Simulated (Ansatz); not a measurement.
A geometry of Ag away from equilibrium: step 2 of the relaxation of a relaxed Ag cell, doubled along one cell vector, shaken by Gaussian noise of σ = 0.08 Å a coordinate. Level of theory: PBEsol (plane waves to 420 eV, PAW, scalar-relativistic; Ansatz, an electronic-structure program). Γ-centred k-mesh 5×9×9 on the run's cell (coarser than for final values), Fermi–Dirac smearing 0.05 eV.

```yaml
crystal:
  lattice:
    - [-0.03429, 6.01595, 6.02344]
    - [2.97061, 0.00489, 2.98969]
    - [2.99888, 3.01421, -0.02338]
  atoms:
    - { symbol: Ag, position: [0.37168, 0.77823, 0.74609] }
    - { symbol: Ag, position: [0.88136, 0.73493, 0.73983] }
    - { symbol: Ag, position: [0.24773, 0.53257, 0.49162] }
    - { symbol: Ag, position: [0.74503, 0.49273, 0.49320] }
```

Problem. What forces act on the atoms (eV/Å)?

Solution. 
| atom | Fx | Fy | Fz |
|---|---|---|---|
| Ag1 | 0.09 | 0.06 | 0.08 |
| Ag2 | 0.10 | -0.13 | -0.28 |
| Ag3 | -0.14 | 0.08 | 0.15 |
| Ag4 | -0.04 | -0.01 | 0.05 |

Problem. What is the pressure?

Solution. +0.6 GPa, compression positive.

No spin polarisation in the result.

Of the parent cell (Fd-3m (No. 227)): it is a generated cell of Ag: the first start was made by placing the elements on the sites of a structure type, and the end was not matched to a known phase here, so it may be hypothetical. Known forms of Ag include space group No. 225.
